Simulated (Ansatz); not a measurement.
A geometry of Ag away from equilibrium: the start of the relaxation of a generated cell, Ag built in the AFLOW prototype A_tP12_96_ab (as in Si). The numbers are results of PBEsol (plane waves to 420 eV, PAW, scalar-relativistic; Ansatz, a quantum-chemistry and plane-wave program), not measurements. Γ-centred k-mesh 5×5×4 on the run's cell (coarser than for final values), Fermi–Dirac smearing 0.05 eV.

```xyz
12
Lattice="5.4614 0.0000 0.0000 0.0000 5.4614 0.0000 0.0000 0.0000 6.8814" Properties=species:S:1:pos:R:3:forces:R:3 pbc="T T T" free_energy=-90252.665 pressure_GPa=37.6
Ag     0.4637     0.4637     0.0000    3.7297    3.7297    0.0000
Ag     3.1944     2.2670     1.7204    3.7297   -3.7297    0.0000
Ag     2.2670     3.1944     5.1611   -3.7297    3.7297    0.0000
Ag     4.9978     4.9978     3.4407   -3.7297   -3.7297    0.0000
Ag     0.9568     2.0710     1.8869   -2.6648   -1.2733    1.5258
Ag     3.6876     0.6597     6.7149   -2.6648    1.2733   -1.5258
Ag     1.7739     4.8017     3.2742    2.6648   -1.2733   -1.5258
Ag     4.5046     3.3905     5.3276    2.6648    1.2733    1.5258
Ag     3.3905     4.5046     1.5538    1.2733    2.6648   -1.5258
Ag     0.6597     3.6876     0.1665    1.2733   -2.6648    1.5258
Ag     4.8017     1.7739     3.6072   -1.2733    2.6648    1.5258
Ag     2.0710     0.9568     4.9945   -1.2733   -2.6648   -1.5258
```

Positions in Å, forces in eV/Å, free energy of the cell in eV (comparable only within this code, potentials and settings). Largest force: 5.27 eV/Å, on Ag1, Ag2, Ag3, Ag4 (atoms numbered as listed); the geometry lies 1.09 eV/atom above the end of its relaxation.

No spin polarisation in the result.

The run could not lose the symmetry of its start, so the end can be a saddle point.

The end of the path is a generated cell of Ag: the first start was made by placing the elements on the sites of a structure type, and the end was not matched to a known phase here, so it may be hypothetical. Known forms of Ag include space group No. 225.
